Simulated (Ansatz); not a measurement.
Input and command of a plane-wave DFT calculation in Ansatz:

```yaml
crystal:
  lattice:
    - [2.9382802205, 0.0, 0.0]
    - [-1.4691401103, 2.5446253144, 0.0]
    - [0.0, 0.0, 9.7296534323]
  atoms:
    - { symbol: Ni, position: [0.0, 0.0, 0.0] }
    - { symbol: Ni, position: [0.0, 0.0, 0.5] }
    - { symbol: O, position: [0.6666666667, 0.3333333333, 0.0860929541] }
    - { symbol: O, position: [0.6666666667, 0.3333333333, 0.4139070459] }
    - { symbol: O, position: [0.3333333333, 0.6666666667, 0.9139070459] }
    - { symbol: O, position: [0.3333333333, 0.6666666667, 0.5860929541] }
basis:
  ecutwfc: 420
kpoints:
  mp_grid: { grid: [12, 12, 4] }
hamiltonian:
  xc: pbesol
scf:
  occupations: { method: gaussian, width: 0.05 }
output:
  forces: true
  stress: true
  eigenvalues: true
```

```bash
ansatz run input.yaml --threads 1 --pin off --max-ram 2560MiB --backend cpu --events-out ev --progress --plain --runs-dir out
```

Processor: Intel(R) Xeon(R) Processor @ 2.50GHz (Skylake/Cascade Lake), 1 thread, on a host shared with other jobs.

Task: Estimate time, memory and problem size.

Result: About 29 s on 1 thread of Intel(R) Xeon(R) Processor @ 2.50GHz (Skylake/Cascade Lake), with other jobs on the host, peak memory 0.42 GiB. It solves 36 bands at 57 k points (the mesh reduced by the symmetry that the task leaves, which can be less than the crystal's) with about 1389 plane waves, in 10 SCF iterations.
